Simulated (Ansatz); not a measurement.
## Relaxing a structure of BN

The start is a generated cell, BN built in the zincblende structure type. Cell shape, volume and atoms are optimised at zero target pressure with PBEsol (plane waves to 420 eV, PAW, scalar-relativistic; Ansatz, a quantum-chemistry and plane-wave program). The first steps use a coarse 11×11×11 k-mesh.

Starting cell:
```
BN
1.0
    0.00000     1.86242     1.86242
    1.86242     0.00000     1.86242
    1.86242     1.86242     0.00000
N B
1 1
Direct
  0.75000   0.75000   0.75000
  0.00000   0.00000   0.00000
```

Question: What pressure does the first self-consistent step give?

Answer: -31.4 GPa (negative: the cell is under tension).

Question: How much energy is released per atom?

Answer: 63 meV/atom.

Question: How does the volume change?

Answer: -9.3 %, from 6.46 to 5.86 Å³/atom.

Question: How do the shortest distances between atoms change?

Answer: The closest pairs of elements (up to four, under 3.6 Å), start → end: B–N 1.61 → 1.56 Å; N–N 2.63 → 2.55 Å; B–B 2.63 → 2.55 Å.

Question: Is the relaxed structure metallic? Give its gap.

Answer: 4.30 eV, indirect (valence top at Γ, conduction bottom at X) (no spin-orbit coupling).

The space group stays F-43m (No. 216) (the run could not lower it); the end is zinc blende type, with 2 atoms in the primitive cell. Final values are on a 16×16×16 k-mesh of the relaxed cell. No spin polarisation in the result.

The run could not lose the symmetry of its start.

All atoms sit on sites fixed by symmetry, so only the cell could relax.
